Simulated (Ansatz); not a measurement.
## Data sheet: GdMg (DFT)

GdMg:
```yaml
crystal:
  lattice:
    - [3.83468, 0.00000, 0.00000]
    - [0.00000, 3.83468, 0.00000]
    - [0.00000, 0.00000, 3.83468]
  atoms:
    - { symbol: Gd, position: [0.50000, 0.50000, 0.50000] }
    - { symbol: Mg, position: [0.00000, 0.00000, 0.00000] }
```
The run is spin-polarised; directions of the spins, atom by atom: ↑ 0.

Space group Pm-3m (No. 221), CsCl type; conventional cell a = 3.8347 Å, b = 3.8347 Å, c = 3.8347 Å, α = 90.00°, β = 90.00°, γ = 90.00°.

Method: DFT-r²SCAN in the program Ansatz with PAW potentials. The cell and atoms are relaxed at this level. Other levels are named where they apply.

Cell and energy:

```
Item                                                            Value
-----------------------------------------------------  --------------
Volume per atom                                              28.19 Å³
Density                                                    5.35 g/cm³
Formation energy from the elements (no fitted shifts)  -0.088 eV/atom
```

Electronic structure:

```
Quantity                                                                     Value
------------------------------------  --------------------------------------------
Electronic character                                             metallic (no gap)
Density of states at the Fermi level  0.62 states/eV per atom (mean over ±0.08 eV)
```

Magnetism:

```
Quantity                  Result
--------------  ----------------
Magnetic order     ferromagnetic
Net moment      3.97 μB per atom
```

Mechanics:

```
Quantity                                                                      Result
--------------------------------------------  --------------------------------------
Bulk modulus (Birch–Murnaghan fit)                                          41.4 GPa
Pressure derivative B′                                                           3.4
Elastic constants (relaxed ions, GPa)             C11 = 51.5, C12 = 36.2, C44 = 40.9
Mechanical stability                          stable (all eigenvalues of C positive)
Hill bulk and shear moduli                                         41.3 and 21.3 GPa
Young's modulus                                                             54.5 GPa
Poisson's ratio                                                                 0.28
Debye temperature from the elastic constants                                   217 K
```

Charges:

```
Quantity                      Value
-------------  --------------------
Bader charges  Gd +0.59, Mg -0.59 e
```

The first step of the workflow began from a Materials Project structure, measured or hypothetical; the Crystallography Open Database files this formula in space group No. 221, but the cells were not matched. Its standing as an ambient phase is unchecked. The r²SCAN relaxation kept the symmetry of its start; its stability against distortions is not shown here. Spin order of the final state: ferromagnetic, chosen from 3 collinear starts compared on coarse meshes (ties went to the first, and starts can fall back to one state), not a proven ground state. The 4f shell is in the valence, and the state reached may lie above the lowest one. Other orbital occupations within this spin state were not tried. No Hubbard U is applied. As this level gives no gap, shear constants depend on the k-mesh and smearing (Fermi–Dirac, 0.1 eV here). The references are the lowest solids computed at this level, not always the standard phases. Spin–orbit coupling is left out wherever it is not named.

Potentials: the later of the program's two PAW sets.
